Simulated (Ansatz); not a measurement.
GaP:
```
GaP
1.0
    0.00000     2.75306     2.75306
    2.75306     0.00000     2.75306
    2.75306     2.75306     0.00000
Ga P
1 1
Direct
  0.00000   0.00000   0.00000
  0.75000   0.75000   0.75000
```

Relaxed with DFT-PBE in the program Ansatz with PAW potentials. Indices refer to the conventional cell of F-43m, a = b = c = 5.5061 Å, α = β = γ = 90.00°.

### Question
Simulate the powder diffraction pattern (Cu Kα, λ = 1.54184 Å; lines above 1 %) up to 2θ = 90°.

### Answer
Simulated powder pattern, Cu Kα, λ = 1.54184 Å (kinematic, ideal powder, no thermal factors, no anomalous dispersion; the 30 strongest lines at most, above 1 %, up to 2θ = 90°):

| 2θ (°) | d (Å) | I/Imax (%) | hkl |
|---|---|---|---|
| 28.07 | 3.179 | 100 | (111) |
| 32.52 | 2.753 | 14 | (200) |
| 46.66 | 1.947 | 61 | (220) |
| 55.34 | 1.660 | 43 | (311) |
| 58.03 | 1.589 | 3.8 | (222) |
| 68.12 | 1.377 | 9.5 | (400) |
| 75.22 | 1.263 | 17 | (331) |
| 77.53 | 1.231 | 4.4 | (420) |
| 86.62 | 1.124 | 20 | (422) |

The PBE relaxation kept the symmetry of its start. Scalar-relativistic: spin–orbit coupling is off unless named, which matters more the heavier the elements.

Potentials: the later of the program's two PAW sets.
